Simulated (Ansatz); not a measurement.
## Computed properties of BeSe

BeSe:
```yaml
crystal:
  lattice:
    - [3.10282, 0.00000, 0.00000]
    - [0.00000, 3.10282, 0.00000]
    - [0.00000, 0.00000, 3.10282]
  atoms:
    - { symbol: Be, position: [0.00000, 0.00000, 0.00000] }
    - { symbol: Se, position: [0.50000, 0.50000, 0.50000] }
```

Space group Pm-3m (No. 221), CsCl type; conventional cell a = 3.1028 Å, b = 3.1028 Å, c = 3.1028 Å, α = 90.00°, β = 90.00°, γ = 90.00°.

Method: DFT-PBE in the program Ansatz with PAW potentials. Geometry: relaxed at this level of theory. Other levels are named where they apply.

**Cell and energy**

- Volume per atom: 14.94 Å³
- Density: 4.89 g/cm³
- Formation energy from the elements (no fitted shifts): 0.55 eV/atom

**Electronic structure**

- Electronic character: metallic (no gap)
- Density of states at the Fermi level: 0.47 states/eV per atom (mean over ±0.08 eV)
- Gap with spin–orbit coupling: none (metallic)

**Mechanics**

- Bulk modulus (Birch–Murnaghan fit) = 76.3 GPa
- Pressure derivative B′ = 4.7

A made-up cell: these elements were put on the sites of a structure type; neither database checked (COD, Materials Project) lists it. COD files the formula under space group No. 216, so this cell is another polymorph or a model. Its standing as an ambient phase is unchecked. The PBE relaxation kept the symmetry of its start; its stability against distortions is not shown here. The references are the lowest solids computed at this level, not always the standard phases. Spin–orbit coupling is left out wherever it is not named.

Potentials: the earlier of the program's two PAW sets.
